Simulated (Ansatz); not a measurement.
BiB:
```xyz
2
Lattice="0.0000 2.7607 2.7607 2.7607 0.0000 2.7607 2.7607 2.7607 0.0000" Properties=species:S:1:pos:R:3 pbc="T T T"
Bi     4.1411     4.1411     4.1411
B      0.0000     0.0000     0.0000
```

Relaxed with PBE. Special points in fractions of this cell's reciprocal vectors: Γ (0.000, 0.000, 0.000); X (0.500, 0.000, 0.500); U (0.625, 0.250, 0.625); K (0.375, 0.375, 0.750); L (0.500, 0.500, 0.500); W (0.500, 0.250, 0.750).

Question: List the band energies nearest the Fermi level at these points for PBE with spin–orbit coupling in the plane-wave PAW code Ansatz.

Answer: In eV from the Fermi level; about four levels below and three above (degenerate sets whole), none deeper than 8.9 eV; points with the same levels are listed once.

```
k                    below                          above
-  -----------------------  -----------------------------
Γ  -0.01 -0.01 -0.01 -0.01  1.66 1.66 3.17 3.17 3.17 3.17
X  -4.12 -4.12 -3.25 -3.25            0.69 0.69 0.79 0.79
U  -5.50 -4.67 -3.19 -3.06                 1.10 1.11 3.28
L  -2.35 -2.35 -1.46 -1.46            0.16 0.16 3.51 3.51
W  -5.46 -4.34 -4.29 -4.04            3.05 3.05 3.67 3.67
```

Space group F-43m (zinc blende). The cell is a constructed one: a structure type filled with these elements; neither database checked (COD, Materials Project) lists it. Whether it is the stable phase at ambient conditions was not checked. Symmetry was held in the PBE relaxation; of distortions, only those at the zone centre were tested.

Potentials: the later of the program's two PAW sets.
